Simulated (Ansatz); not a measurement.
Ni (fcc, Cu type)

```xyz
1
Lattice="0.0000 1.7592 1.7592 1.7592 0.0000 1.7592 1.7592 1.7592 0.0000" Properties=species:S:1:pos:R:3 pbc="T T T"
Ni     0.0000     0.0000     0.0000
```

This relaxed cell (volume V₀) is scaled evenly in all directions, its shape held. Symmetry pins the atoms to their sites.

Computed with PBE (plane waves to 420 eV, PAW, scalar-relativistic; Ansatz, a first-principles code). k mesh 23×23×23 (Γ-centred), Fermi-Dirac smearing 0.05 eV. Compression counts positive. Ni was relaxed with its symmetry unable to fall. Relaxed Ni ends ferromagnetic. The magnetic order is the one the run started from; other orders were not tried.

At one point of the scan the stress tensor (GPa) is:

```
  -12.6      0.0      0.0
    0.0    -12.6      0.0
    0.0      0.0    -12.6
```

Problem. Which point is it?
(A) V/V₀ = 1.080
(B) V/V₀ = 1.060
(C) V/V₀ = 1.040
(D) V/V₀ = 1.100

Solution. A, V/V₀ = 1.080

(A scan under strain: stresses follow from slopes of the energy per volume, elastic moduli from its curvatures.)
